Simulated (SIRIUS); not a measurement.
Input and output of a self-consistent single point for Ta (Im-3m, 2 atoms in the cell; from Materials Project mp-50, changed as shown) (SIRIUS).

Computed with LDA (PW92), GBRV LDA ultrasoft pseudopotentials (plane waves; SIRIUS).

The change in words: lattice scaled by 1.02. Reference geometry (Im-3m):
```
CELL_PARAMETERS angstrom
      3.33270     0.00000     0.00000
      0.00000     3.33270     0.00000
      0.00000     0.00000     3.33270
ATOMIC_POSITIONS crystal
  Ta 0.00000 0.00000 0.00000
  Ta 0.50000 0.50000 0.50000
```

Reference input (self-consistent single point, DFT, LDA (PW92), plane waves, GBRV LDA ultrasoft pseudopotentials): parameters.ngridk = 10 10 10; parameters.xc_functionals = [XC_LDA_X, XC_LDA_C_PW]; parameters.gk_cutoff = 6.325 1/bohr; parameters.pw_cutoff = 14.143 1/bohr; parameters.smearing = fermi_dirac; parameters.smearing_width = 0.00367493 Ha; potentials = GBRV LDA ultrasoft pseudopotentials; parameters.electronic_structure_method = pseudopotential; parameters.num_bands = 17; parameters.num_mag_dims = 0; parameters.num_dft_iter = 100; parameters.energy_tol = 1e-07 Ha. This run's input differs from it in these lines:

```diff
@@ -32,7 +32,7 @@
     "lattice_vectors": [
-      [1.0000000756, 0.0, 0.0],
-      [0.0, 1.0000000756, 0.0],
-      [0.0, 0.0, 1.0000000756]
+      [1.0000000438, 0.0, 0.0],
+      [0.0, 1.0000000438, 0.0],
+      [0.0, 0.0, 1.0000000438]
     ],
-    "lattice_vectors_scale": 6.297886,
+    "lattice_vectors_scale": 6.423844,
     "atom_coordinate_units": "A",
@@ -45,3 +45,3 @@
         [0.0, 0.0, 0.0],
-        [1.666349, 1.666349, 1.666349]
+        [1.699676, 1.699676, 1.699676]
       ]
```

Output, abridged:

```
[find] density tolerance         : 1e-06
[find] total energy tolerance    : 1e-07
[find] iter_solver_tol (initial) : 0.01
[find] iter_solver_tol (target)  : 1e-13
[find] num_dft_iter              : 100
Charges and magnetic moments
--------------------------------------------------------------------------------
total charge          : 26.000000
[find] | SCF iteration   0 out of 100|
[diagonalize] iterative solver tolerance (occupied, empty): 0.01 0.01
[diagonalize] average number of iterations: 1.14286
[find] Charges and magnetic moments
[find] total charge          : 26.000000
[find] Energy
   [... lines left out ...]

[find] Charges and magnetic moments
[find] total charge          : 26.000000
[find] Energy
[find] smearing (-TS)                 :      -0.00345666
[find] Total energy                   :    -141.91906663 (Ha),    -283.83813325 (Ry)
[find] Free energy (E-TS)             :    -141.92252329 (Ha),    -283.84504658 (Ry)
[find] band gap (eV)                  :       0.00000000
[find] Efermi                         :       0.60773997
[find] iteration : 18, RMS (target) : 9.1186e-07 (1.0000e-06) , energy difference (target) : -6.9510e-09 (1.0000e-07)
[find] bands are converged : true
[find] iterative solver converged : false
[find] converged after 19 SCF iterations!
[find] Charges and magnetic moments
[find] total charge          : 26.000000
[find] Energy
[find] smearing (-TS)                 :      -0.00345666
[find] Total energy                   :    -141.91906663 (Ha),    -283.83813325 (Ry)
[find] Free energy (E-TS)             :    -141.92252329 (Ha),    -283.84504658 (Ry)
[find] band gap (eV)                  :       0.00000000
[find] Efermi                         :       0.60773997
[ground_state] === stress tensor components [kbar] ===
[ground_state] === stress_total ===
[ground_state]   240.240855   -0.000000    0.000000
[ground_state]    -0.000000  240.240855   -0.000000
[ground_state]     0.000000   -0.000000  240.240855
[ground_state] ==== total Forces in Ha/bohr =====
[ground_state] atom:    0, force:       0.0000000      0.0000000      0.0000000
[ground_state] atom:    1, force:       0.0000000      0.0000000      0.0000000
```

The run converged in 19 iterations. SIRIUS prints the stress tensor with tension positive. Against the reference run the free energy goes up by 128 meV/atom and the pressure goes from -15.46 to -24.02 GPa.

The structure comes from a collection of computed structures, made at another level of theory; the collection holds predicted forms beside known ones. Its lattice was then scaled. At this pressure the cell is far from its equilibrium volume at this level.

Cost on one core: very roughly 30 core-seconds.

The gap that the log prints is read on the run's mesh, which can miss the band edges or a crossing.
